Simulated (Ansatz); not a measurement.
Consider the following.

TaSi2:
```xyz
9
Lattice="4.8065 0.0000 0.0000 -2.4033 4.1626 0.0000 0.0000 0.0000 6.5948" Properties=species:S:1:pos:R:3 pbc="T T T"
Ta    -1.2016     2.0813     1.0991
Ta     2.4033     0.0000     3.2974
Ta     1.2016     2.0813     5.4957
Si     2.4033     2.8409     3.2974
Si    -1.2586     3.5017     5.4957
Si     1.1446     0.6608     1.0991
Si     0.0000     1.3217     3.2974
Si     3.6619     0.6608     5.4957
Si     1.2586     3.5017     1.0991
```

This is the PBE-relaxed structure.

Task: All from DFT-PBE in the program Ansatz with PAW potentials, unless another level is named. Estimate the electronic character.

Result: metallic (no gap).

Task: Next, the formation energy from the elements (no fitted shifts)?

Result: -46 kJ/mol of atoms.

Task: And the density of states at the Fermi level?

Result: 0.36 states/eV per atom (mean over ±0.08 eV).

Space group P6_222. The cell was relaxed with PBE under the symmetry of its start. No spin polarisation was allowed. The references are the lowest solids computed at this level, not always the standard phases. Scalar-relativistic: spin–orbit coupling is off unless named, which matters more the heavier the elements.

Potentials: the later of the program's two PAW sets.
